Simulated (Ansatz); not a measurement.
rocksalt-structured TiN

**What was measured.** A cell as deposited of cubic TiN (space group Fm-3m), temperature not stated, from the Crystallography Open Database (1963), has a = 4.235 Å and 9.49 Å³/atom.

Computed with Ansatz (plane waves, PAW, 500 eV cutoff): r²SCAN, scalar-relativistic, collinear spin, 14×14×14 k-mesh, Gaussian smearing of 0.05 eV. The datasets are Ansatz's generated set soft_2.

```
Ti N
1.0
     0.00000    2.11626    2.11626
     2.11626    0.00000    2.11626
     2.11626    2.11626    0.00000
Ti N
1 1
Cartesian
  2.1163 2.1163 2.1163
  0.0000 0.0000 0.0000
```

The start was a prototype's sites filled with these elements; the Crystallography Open Database holds the compound in this structure.

Magnetic state: non-magnetic, site spin moments none.

The cell above was scaled in volume, its shape and atoms being fixed by the lattice's symmetry. Energies are counted from the cell above.

The cell is relaxed to zero pressure at this level.

| V (Å³/atom) | ΔE (meV/atom) | P from the stress (GPa) |
| --- | --- | --- |
| 9.099 | 15.01 | 13.15 |
| 9.288 | 3.62 | 6.24 |
| 9.478 | 0.00 | 0.00 |
| 9.667 | 3.38 | -5.61 |
| 9.857 | 13.07 | -10.67 |
| 10.141 | 38.09 | -17.34 |

Problem. Do the energies and the pressures agree? Compare −ΔE/ΔV between neighbouring points (1 meV/Å³ = 0.1602 GPa) with the mean of their pressures.

Solution. 
```tsv
interval (Å³/atom)	−ΔE/ΔV (GPa)	mean P (GPa)
9.10 to 9.29	9.6	9.7
9.29 to 9.48	3.1	3.1
9.48 to 9.67	-2.9	-2.8
9.67 to 9.86	-8.2	-8.1
9.86 to 10.14	-14.1	-14.0
```
They differ by 0.09 GPa at most.

Problem. What do the two routes give for V0, B0 and B0′?

Solution. A third-order Birch–Murnaghan fit of the energies: V0 = 9.48 Å³/atom, B0 = 296 GPa, B0′ = 4.2. A polynomial of P in ln V, with B = −dP/d ln V at P = 0: V0 = 9.48 Å³/atom, B0 = 296 GPa, B0′ = 4.2.

B0·V0 = 295.6 GPa × 9.48 Å³ = 17.49 eV/atom sets the scale: near the minimum ΔE ≈ ½ B0 V0 x², with x = V/V0 − 1, and a pressure of 3.0 GPa squeezes the volume by about 1 %. At the ends of the curve: x = −4.0 % predicts 14.0 meV/atom and the run gives 15.0; x = +7.0 % predicts 42.8 meV/atom and the run gives 38.1. The lopsidedness is anharmonic: atoms resist being pushed together more than being pulled apart.

**Against experiment.** r²SCAN gives 4.233 Å and 9.48 Å³/atom, −0.2 % in volume (−0.1 % in length) from the database's cell. Agreement this close is partly luck: the calculation is for a static lattice, the crystal has zero-point motion and thermal expansion. The run is a metal.
